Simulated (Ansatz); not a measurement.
CsHgCl$_{3}$ (cubic perovskite, Pm-3m), r²SCAN (plane waves, PAW; program Ansatz), all energies at zero smearing, with the estimated change up to a 700 eV cutoff added, with one set of potentials and settings (totals compare only within such a set). Cell of 5 atoms (1 Cs, 1 Hg, 3 Cl): -22771.433 eV.

```
element             reference phase  E (eV/atom)
-------  --------------------------  -----------
Cs       Im-3m, 1 atoms in the cell   -5685.9274
Hg         P-1, 3 atoms in the cell  -13827.8306
Cl        Cmce, 4 atoms in the cell   -1083.6259
```

Formation energy per atom, worked out: (-22771.433 − 1×(-5685.9274) − 1×(-13827.8306) − 3×(-1083.6259))/5 = -1.359 eV/atom (-131 kJ per mol of atoms), at 0 K, without zero-point energy or fitted corrections.

The workflow started from an entry of the Crystallography Open Database (COD), which files this formula under 2 space groups. Whether it is the stable phase at ambient conditions was not checked. The r²SCAN relaxation kept the symmetry of its start; whether a distortion lowers the energy is not shown. The references are the lowest solids computed at this level, not always the standard phases (solids in place of the gases). Spin–orbit coupling is left out wherever it is not named.

Potentials: the later of the program's two PAW sets.
